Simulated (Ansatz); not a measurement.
BP:
```
BP
1.0
    6.23395     0.00000     0.00000
    0.00000     3.21735     0.00000
    0.00000     0.00000     5.36324
B P
4 4
Direct
  0.16259   0.25000   0.39970
  0.33741   0.75000   0.89970
  0.83741   0.75000   0.60030
  0.66259   0.25000   0.10030
  0.83849   0.25000   0.39237
  0.66151   0.75000   0.89237
  0.16151   0.75000   0.60763
  0.33849   0.25000   0.10763
```

Relaxed with r²SCAN+D4. Independent-particle spectrum: no excitons, no local fields, no scissors shift; 0.1 eV broadening; ε₁ of the summed bands alone.

**Question.** Tabulate the dielectric function from r²SCAN+D4 in the plane-wave PAW code Ansatz.

**Answer.** 

```csv
E (eV),ε₁ xx,ε₂ xx,ε₁ yy,ε₂ yy,ε₁ zz,ε₂ zz
0.0,8.85,0.00,8.38,0.00,7.85,0.00
0.5,8.93,0.00,8.44,0.00,7.91,0.00
1.0,9.18,0.00,8.64,0.00,8.08,0.00
1.5,9.66,0.00,9.04,0.00,8.40,0.00
2.0,10.65,0.06,9.78,0.20,9.01,0.02
2.5,12.67,1.54,10.56,0.78,10.20,0.53
3.0,12.25,3.15,10.64,1.46,10.49,1.15
3.5,12.34,4.16,12.13,1.36,11.63,1.77
4.0,14.49,4.65,15.57,4.96,15.12,5.04
4.5,14.30,16.00,13.27,7.05,11.01,10.46
5.0,6.02,11.71,15.99,10.92,9.32,7.25
5.5,7.28,14.11,10.79,16.16,10.29,10.32
6.0,4.47,15.14,7.14,18.63,8.91,13.80
6.5,-0.10,13.65,-0.69,19.77,5.35,14.09
7.0,-1.99,11.60,-4.49,14.29,1.13,19.32
7.5,-2.70,9.78,-4.66,9.30,-4.15,10.90
8.0,-3.37,8.20,-3.83,8.05,-3.02,8.54
8.5,-3.78,6.99,-4.13,7.26,-2.75,7.55
9.0,-3.81,5.74,-4.86,5.80,-3.57,7.33
9.5,-3.61,4.91,-4.50,4.14,-4.45,6.08
10.0,-3.98,3.78,-3.80,3.05,-4.51,4.05
10.5,-3.29,2.76,-2.87,2.66,-3.63,3.05
11.0,-2.78,2.07,-2.72,2.42,-3.14,2.58
11.5,-2.20,1.95,-2.55,2.12,-2.89,2.09
12.0,-2.31,1.83,-2.35,1.63,-2.62,1.65
```

**Question.** From ε at 3.2 eV (xx: 12.31 + 3.64i), find n, k, the normal reflectivity and the absorption coefficient.

**Answer.** n = 3.55, k = 0.513, R = 32 %, α = 2kE/ħc = 170000 cm⁻¹.

With all bands, ε∞ without local fields is 8.89 (xx), 8.41 (yy), 7.89 (zz).

Space group Pnma. The start of the workflow was typed in or built on a structure type; neither database checked (COD, Materials Project) lists it. It is not the phase usual at ambient conditions (space group No. 216). Symmetry was held in the r²SCAN+D4 relaxation; its stability against distortions is not shown here. The volume moved by 25 % from the start of the relaxation.

Potentials: the earlier of the program's two PAW sets.
